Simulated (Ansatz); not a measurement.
Data:

In$_{2}$Se$_{3}$:
Space group P-3m1 (No. 164); a = 3.9460 Å, b = 3.9460 Å, c = 9.5846 Å, α = 90.00°, β = 90.00°, γ = 120.00°

```tsv
atom	site	symmetry	x	y	z
In	2d	3m.	0.3333	0.6667	0.1928
Se	1a	-3m.	0.0000	0.0000	0.0000
Se	2d	3m.	0.6667	0.3333	0.3326
```

This is the PBEsol-relaxed structure.

All from the program Ansatz at the PBEsol level (PAW), unless another level is named. Estimate the electronic character.

metallic (no gap).

Give the density of states at the Fermi level.

0.03 states/eV per atom (mean over ±0.08 eV).

Next, the formation energy from the elements (no fitted shifts)?

-0.47 eV/atom.

The cell is a constructed one: a structure type filled with these elements; neither database checked (COD, Materials Project) lists it. COD files the formula under space group No. 160, 166, 169, 170. Whether it is the stable phase at ambient conditions was not checked. The PBEsol relaxation kept the symmetry of its start. At this level the phase is dynamically unstable (imaginary phonons). A small band overlap can be real or an error of a semilocal functional. The references are the lowest solids computed at this level, not always the standard phases. Spin–orbit coupling is left out wherever it is not named.

Potentials: the earlier of the program's two PAW sets. The files were generated under PBE; for other functionals the program regenerates the frozen cores, and for LDA and PBEsol the local potential too.
